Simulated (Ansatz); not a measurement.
Space group I4/mmm (No. 139). a = 3.908 Å, b = 3.908 Å, c = 11.444 Å, α = 90.00°, β = 90.00°, γ = 90.00°
| atom | site | symmetry | x | y | z |
| --- | --- | --- | --- | --- | --- |
| Ba | 2a | 4/mmm | 0.0000 | 0.0000 | 0.0000 |
| B | 4e | 4mm | 0.0000 | 0.0000 | 0.3173 |
| Rh | 4d | -4m2 | 0.0000 | 0.5000 | 0.2500 |

Equation of state of this BaB₂Rh₂ structure (not necessarily the ground state), with shape and atoms relaxed at each volume where symmetry leaves them free. It has no gap at any of these volumes. The calculation used DFT r2SCAN, scalar-relativistic, plane waves, PAW (Ansatz).

Cutoff 500 eV; k points 12×12×12 on the computed 5-atom cell (Γ-centred); Gaussian smearing, width 0.10 eV; no spin polarisation.

```json
{"V (Å³/atom)": "15.382", "E − E(largest V) (meV/atom)": "46.76", "P (GPa)": "15.00"}
{"V (Å³/atom)": "15.906", "E − E(largest V) (meV/atom)": "5.44", "P (GPa)": "10.38"}
{"V (Å³/atom)": "16.431", "E − E(largest V) (meV/atom)": "-21.82", "P (GPa)": "6.39"}
{"V (Å³/atom)": "16.955", "E − E(largest V) (meV/atom)": "-36.91", "P (GPa)": "2.95"}
{"V (Å³/atom)": "17.479", "E − E(largest V) (meV/atom)": "-41.56", "P (GPa)": "0.00"}
{"V (Å³/atom)": "18.004", "E − E(largest V) (meV/atom)": "-37.31", "P (GPa)": "-2.50"}
{"V (Å³/atom)": "18.528", "E − E(largest V) (meV/atom)": "-25.53", "P (GPa)": "-4.63"}
{"V (Å³/atom)": "19.227", "E − E(largest V) (meV/atom)": "0.00", "P (GPa)": "-6.98"}
```

Fit a third-order Birch–Murnaghan equation to E(V).

V0 = 17.48 Å³/atom, B0 = 90 GPa, B0' = 4.2.

Spin-orbit coupling is left out, which matters for the bands of heavy elements.

Cost: 8 runs of about 10 core-minutes in all, on AMD EPYC 9R45 (Zen 5) (shared hosts).